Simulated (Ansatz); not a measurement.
Fields on a plane of PbSe (rock salt)

```xyz
2
Lattice="0.0000 3.0508 3.0508 3.0508 0.0000 3.0508 3.0508 3.0508 0.0000" Properties=species:S:1:pos:R:3 pbc="T T T"
Se     0.0000     0.0000     0.0000
Pb     3.0508     3.0508     3.0508
```

The slice is a {100} plane (indices of the conventional cell) through the point (0.000, 0.000, 0.000) (fractional), spanned by u = [100] and v = [0 1 -1] in vectors of this cell: u (4.31 Å) and v (4.31 Å, at 90° to u). It covers one period; positions are fractions (u, v).

Atoms on it: Se at (0.00, 0.00); Pb at (0.50, 0.50).

Level of theory: PBEsol (plane waves to 420 eV, PAW, scalar-relativistic; Ansatz, an electronic-structure program). k mesh 9×9×9. Inside the PAW spheres the values are not all-electron values, and peaks at nuclei hang on which shells count as valence. PbSe was relaxed with its symmetry unable to fall. Spin-orbit coupling is left out, though Pb is heavy.

```
|@@%#+=--:..       ..:--=+#%@|
|%%#*+=--:..       ..:--=+*#%|
|##*+=--::...     ...::--=+*#|
|+++==--::...........::--==++|
|===---:::...........:::---==|
|-----:::::::::::::::::::----|
|---:::::::::-----:::::::::--|
|::::::::::---===---:::::::::|
|......:::--==+++==--:::.....|
|......::--=+++*+++=--::.....|
|   ...::-=++*****++=-::...  |
|    ..:--=+**###**+=--:..   |
|    ..:-=++*#####*++=-:..   |
|    ..:-=+**#####**+=-:..   |
|    ..:-=++*#####*++=-:..   |
|    ..:--=+**###**+=--:..   |
|   ...::-=++*****++=-::...  |
|......::--=+++*+++=--::.....|
|......:::--==+++==--:::.....|
|::::::::::---===---:::::::::|
|---:::::::::-----:::::::::--|
|-----:::::::::::::::::::----|
|===---:::...........:::---==|
|+++==--::...........::--==++|
|##*+=--::...     ...::--=+*#|
|%%#*+=--:..       ..:--=+*#%|
|@@%#+=--:..       ..:--=+#%@|
|@@%#+=--:..       ..:--=+#%@|
```
Scale: ten equal steps from -1.31 (start of ' ') to 1.66 (end of '@'), in the order ' .:-=+*#%@'. Values: log₁₀ of the valence density in e/Å³. The map has 28 points along u (one character each, u = 0 at the left) and 28 along v (v = 0 in the bottom row). The scale is logarithmic, as a density can span decades between atoms and voids.

```
v \ u  0.00   0.11  0.21  0.32  0.43  0.54   0.64   0.75  0.86  0.96
-----  ----  -----  ----  ----  ----  ----  -----  -----  ----  ----
0.93      x      x     x   5.1   6.0   6.0    5.8    0.4     x     x
0.86      x      x  -0.2   4.7   4.3   4.1    4.8    2.8     x     x
0.79      x  <-2.0   3.2   2.8  -0.1  -0.7    1.9    3.6  -0.2     x
0.71    3.1    3.9   3.5  -1.5     x     x  <-2.0    2.3   4.1   3.2
0.64    6.0    5.4   1.8     x     x     x      x   -0.5   4.8   5.9
0.57    6.5    5.4   0.1     x     x     x      x  <-2.0   4.3   6.4
0.50    6.5    5.3  -0.8     x     x     x      x  <-2.0   4.0   6.4
0.43    6.5    5.4   0.1     x     x     x      x  <-2.0   4.3   6.4
0.36    6.0    5.4   1.8     x     x     x      x   -0.5   4.8   5.9
0.29    3.1    3.9   3.5  -1.5     x     x  <-2.0    2.3   4.1   3.2
0.21      x  <-2.0   3.2   2.8  -0.1  -0.7    1.9    3.6  -0.2     x
0.14      x      x  -0.2   4.7   4.3   4.1    4.8    2.8     x     x
0.07      x      x     x   5.1   6.0   6.0    5.8    0.4     x     x
0.00      x      x     x   5.0   6.5   6.5    6.0   -1.2     x     x
```

Values: electrostatic potential energy of an electron, from the cell's mean, in eV. Points within 1 Å of a nucleus are blanked (x), as the pseudised field means little there. Values under -2 eV are set to -2. The zero, the cell's mean, hangs on the PAW cores.

- Density on the Se–Pb line (3.05 Å) at its midpoint = 0.22 e/Å³
- ELF at that point = 0.29
- Element round which the density of the highest valence band (whole band, smooth part) is largest on this plane = Se
